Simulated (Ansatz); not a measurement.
I (bcc type), DFT, LDA, PAW with Ansatz's default frozen-core files, scalar-relativistic (Ansatz 0.2.0), on 1 thread of Arm Neoverse V2 (shared host).

Command: `ansatz run input.yaml --threads 1 --pin off --max-ram 3584MiB --backend cpu --events-out ev --progress --plain --runs-dir out`

```yaml
crystal:
  lattice:
    - [-1.7502226153, 1.7502226153, 1.7502226153]
    - [1.7502226153, -1.7502226153, 1.7502226153]
    - [1.7502226153, 1.7502226153, -1.7502226153]
  atoms:
    - { symbol: I, position: [0.0, 0.0, 0.0] }
kpoints:
  mp_grid: { grid: [15, 15, 15] }
scf:
  occupations: { method: fermi_dirac, width: 0.05 }
hamiltonian:
  xc: lda
  pseudopotentials: { kind: paw }
output:
  forces: true
  stress: true
  eigenvalues: true
  write_density: true
  write_potential: true
  elf: true
  volumetric_format: npy
relax:
  f_tol: 0.005
  max_steps: 40
  cell: { p_target: 35.0, stress_tol: 0.03 }
```

Question: How large is the problem that the program sets up?

Answer: 120 irreducible k-points, 429 plane waves at Γ, 13 bands.

Question: About how long does it take?

Answer: 10 s of wall time for 26 SCF iterations over 4 geometries. Times on shared machines scatter by tens of per cent.
